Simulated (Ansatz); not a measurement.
This guess for SmGaC is about to be relaxed.

```cif
data_structure
_symmetry_space_group_name_H-M 'P 1'
_symmetry_Int_Tables_number 1
_cell_length_a 3.0627
_cell_length_b 3.0627
_cell_length_c 6.0816
_cell_angle_alpha 90.000
_cell_angle_beta 90.000
_cell_angle_gamma 90.000
_cell_volume 57.05
loop_
_atom_site_label
_atom_site_type_symbol
_atom_site_fract_x
_atom_site_fract_y
_atom_site_fract_z
_atom_site_occupancy
Sm1 Sm 0.50000 0.50000 0.23561 1
Ga1 Ga 0.50000 0.50000 0.63461 1
C1 C 0.00000 0.00000 0.71103 1
```

Method: Ansatz, DFT PBE, scalar-relativistic, plane waves, PAW, and for the lanthanide a 4f-in-core norm-conserving potential. Cutoff 690 eV, Gaussian smearing, Γ-centred meshes. Cell and atoms relax first on a coarse mesh and then on a finer one. In between, the cell is made exact in the group found at 0.06 Å. In metals the finer mesh still leaves noise of several meV/atom or more. The steps can't lower the symmetry of their start. No spin polarisation.

A guess keeps its type if space group and coordination stay and the shape of the cell changes little (axis ratios within about 15 %, angles within 6°); the volume may change.

**Question.** Will the relaxed cell still be of the starting type?

**Answer.** It doesn't keep its type. The symmetry stays P4mm (No. 99). The volume per atom grows by 6.4 %, from 19.0 to 20.2 Å³. The shortest distance goes from 2.21 Å (Ga–C) to 2.52 Å (Sm–C). The ratio c/a of the conventional cell changes by a factor of 0.94. Counting neighbours within 15 % of an atom's shortest distance, the start has C 4, Ga 5, Sm 1 and the end C 8, Ga 10, Sm 5. In detail, at the end Sm has 4 C at 2.52 Å, 1 Ga at 2.82 Å, 1 Ga at 3.15 Å and 4 Sm at 3.19 Å; Ga has 1 Sm at 2.82 Å, 4 C at 2.83 Å, 1 Sm at 3.15 Å and 4 Ga at 3.19 Å; C is surrounded by 4 Sm at 2.52 Å, 4 Ga at 2.83 Å and 4 C at 3.19 Å.

```
Sm Ga C
1.0
     3.18820    0.00000    0.00000
     0.00000    3.18820    0.00000
     0.00000    0.00000    5.96973
Sm Ga C
1 1 1
Direct
  0.50000 0.50000 0.08020
  0.50000 0.50000 0.60766
  0.00000 0.00000 0.89340
```

The last run used a 14×14×8 mesh (in the run's order of axes) for its 3-atom cell and Gaussian smearing of 0.10 eV. Symmetry constrained the relaxation, so the result can be a saddle point. Another cell of SmGaC relaxed alike, in P4/mmm, lies 0.84 eV/atom lower, so this cell isn't the stable form at this level.

The lanthanide is trivalent by construction, without f bands, f moments or other valences.
